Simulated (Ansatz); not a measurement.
All numbers below come from DFT PBE, scalar-relativistic, plane waves, PAW (Ansatz 0.2.0). All cells share a 420 eV cutoff and Γ-centred k meshes spaced at most about 0.3 Å⁻¹ (about 0.25 or finer for metals, 2π included). No spin polarisation in the final relaxations.

All energies are static (0 K, no zero-point motion).

Two forms of Mo3Ru were relaxed alike.

A.

```
Mo Ru
1.0
     0.00000    3.13267    3.13267
     3.13267    0.00000    3.13267
     3.13267    3.13267    0.00000
Mo Ru
3 1
Direct
  0.75000 0.75000 0.75000
  0.50000 0.50000 0.50000
  0.25000 0.25000 0.25000
  0.00000 0.00000 0.00000
```

B.

```
Mo Ru
1.0
     2.76542    0.00000    0.00000
    -1.38271    2.39492    0.00000
     0.00000    0.00000    9.32978
Mo Ru
3 1
Direct
  0.33333 0.66667 0.73715
  0.33333 0.66667 0.26285
  0.66667 0.33333 0.00000
  0.66667 0.33333 0.50000
```

Problem. Which is lower in energy, and by how much?

Solution. A is lower, by 73 meV/atom. A has the BiF3 (D0_3) type, space group Fm-3m (No. 225), 15.4 Å³/atom and no gap on its mesh; B has Mo and Ru ordered on hcp sites, space group P-6m2 (No. 187), 15.4 Å³/atom and no gap. Counting all near atoms (those within 1.25 times the shortest distance at each site; a plus sign parts nearer from farther groups), A has Mo 8+6, Ru 8+6 and B has Mo 12, Ru 12. Even the lower one lies +0.17 eV/atom against the reference forms of the elements (uncorrected), so neither is stable at this level. In A, Mo on a site of symmetry -43m is surrounded by 4 Ru at 2.71 Å, 4 Mo at 2.71 Å and 6 Mo at 3.13 Å; Mo on a site of symmetry m-3m is surrounded by 8 Mo at 2.71 Å and 6 Ru at 3.13 Å; Ru has 8 Mo at 2.71 Å and 6 Mo at 3.13 Å. In B, around Mo on a site of symmetry 3m lie 3 Ru at 2.73 Å and 9 Mo at 2.77–2.93 Å; around Mo on a site of symmetry -6m2 lie 12 Mo at 2.77–2.93 Å; Ru has 6 Mo at 2.73 Å and 6 Ru at 2.77 Å. Both come from invented guesses.

Cells relaxed within their symmetry can be saddle points.
